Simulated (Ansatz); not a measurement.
Relaxation of a generated trial cell of SnO2 in the AFLOW prototype AB2_hP9_162_ad_k (as in V2N); 9 atoms in the cell, which starts as P-31m (No. 162), hP9; a = b = 5.097 Å, c = 4.735 Å, α = β = 90.00°, γ = 120.00°. The numbers are results of PBE (plane waves to 420 eV, PAW, scalar-relativistic; Ansatz, an electronic-structure program), not measurements. Γ-centred k-mesh 5×5×5 on the run's cell (coarser than for final values), Fermi–Dirac smearing 0.05 eV. This is the first round of the run. 

The optimiser's lines from the output (shortened; P is positive under compression):

```
relax step   1: F+E_penalty+E_count = -21475.49001360 eV  Δ(F+E_penalty+E_count) = +0.000e0 eV  max|allowed force component| = 1.225e0 eV/Å  Δτ_max = 0.0000 Å  P = +14.225 GPa  Ω = 106.511 Å³  (8 SCF iters, dr2 threshold 1.00e-7 eV, accepted)
relax step   2: F+E_penalty+E_count = -21476.22784295 eV  Δ(F+E_penalty+E_count) = -7.378e-1 eV  max|allowed force component| = 3.319e-1 eV/Å  Δτ_max = 0.1225 Å  P = +1.659 GPa  Ω = 110.001 Å³  (6 SCF iters, dr2 threshold 9.00e-7 eV, accepted)
relax step   3: F+E_penalty+E_count = -21476.25095664 eV  Δ(F+E_penalty+E_count) = -2.311e-2 eV  max|allowed force component| = 6.808e-2 eV/Å  Δτ_max = 0.0233 Å  P = +0.122 GPa  Ω = 110.967 Å³  (5 SCF iters, dr2 threshold 9.00e-7 eV, accepted)
relax step   4: F+E_penalty+E_count = -21476.25248265 eV  Δ(F+E_penalty+E_count) = -1.526e-3 eV  max|allowed force component| = 1.131e-2 eV/Å  Δτ_max = 0.0038 Å  P = +0.043 GPa  Ω = 110.896 Å³  (4 SCF iters, dr2 threshold 2.90e-7 eV, accepted)
relax step   5: F+E_penalty+E_count = -21476.25251902 eV  Δ(F+E_penalty+E_count) = -3.636e-5 eV  max|allowed force component| = 3.293e-4 eV/Å  Δτ_max = 0.0008 Å  P = -0.001 GPa  Ω = 110.896 Å³  (5 SCF iters, dr2 threshold 1.16e-8 eV, accepted)
relax step   6: F+E_penalty+E_count = -21476.27832534 eV  Δ(F+E_penalty+E_count) = -2.581e-2 eV  max|allowed force component| = 1.036e-3 eV/Å  Δτ_max = 0.0000 Å  P = +0.386 GPa  Ω = 110.896 Å³  stress off target by 5.92e-1 GPa  SCF on the basis re-selected at this cell (its energy is not comparable with the rows above)  (7 SCF iters)
relax step   7: F+E_penalty+E_count = -21476.27868195 eV  Δ(F+E_penalty+E_count) = -3.566e-4 eV  max|allowed force component| = 2.138e-2 eV/Å  Δτ_max = 0.0011 Å  P = +0.097 GPa  Ω = 111.002 Å³  (4 SCF iters, dr2 threshold 8.77e-7 eV, accepted)
relax step   8: F+E_penalty+E_count = -21476.27880849 eV  Δ(F+E_penalty+E_count) = -1.265e-4 eV  max|allowed force component| = 8.919e-4 eV/Å  Δτ_max = 0.0011 Å  P = +0.013 GPa  Ω = 111.069 Å³  (4 SCF iters, dr2 threshold 2.63e-7 eV, accepted)
relax step   9: F+E_penalty+E_count = -21476.27907924 eV  Δ(F+E_penalty+E_count) = -2.708e-4 eV  max|allowed force component| = 8.775e-4 eV/Å  Δτ_max = 0.0000 Å  P = +0.015 GPa  Ω = 111.069 Å³  stress off target by 2.23e-2 GPa  SCF on the basis re-selected at this cell (its energy is not comparable with the rows above)  (6 SCF iters)
relax step  10: F+E_penalty+E_count = -21476.27906758 eV  Δ(F+E_penalty+E_count) = +1.167e-5 eV  max|allowed force component| = 1.086e-5 eV/Å  Δτ_max = 0.0001 Å  P = -0.000 GPa  Ω = 111.075 Å³  (4 SCF iters, dr2 threshold 1.24e-9 eV, accepted)
relax step  11: F+E_penalty+E_count = -21476.27904266 eV  Δ(F+E_penalty+E_count) = +2.491e-5 eV  max|allowed force component| = 1.476e-5 eV/Å  Δτ_max = 0.0000 Å  P = -0.000 GPa  Ω = 111.075 Å³  stress off target by 1.09e-3 GPa  SCF on the basis re-selected at this cell (its energy is not comparable with the rows above)  (4 SCF iters)
```

From the first to the last row the energy changes by -0.09 eV/atom and the volume by +4.3 %. The last row is marked as not comparable with the walk above it, whose basis was carried along; it does compare with step 1, since both stand on a basis selected at the nominal cutoff for their own cell.

Later rounds, restarted from the end of this one on a renewed k-mesh, logged 2 more steps and released under 0.01 eV/atom more. The final structure after all rounds: P-31m (No. 162), hP9, AFLOW prototype AB2_hP9_162_ad_k (as in V2N); a = b = 5.337 Å, c = 4.502 Å, α = β = 90.00°, γ = 120.00°. Between re-selections the logged energies stand on a plane-wave basis carried along with the cell. No spin polarisation in the result.

The run could not lose the symmetry of its start: the end is stationary, and may be a saddle point rather than a minimum.

The relaxed structure here is a generated cell of SnO2: the first start was made by placing the elements on the sites of a structure type, and the end was not matched to a known phase here, so it may be hypothetical. Known forms of SnO2 include space group No. 136.
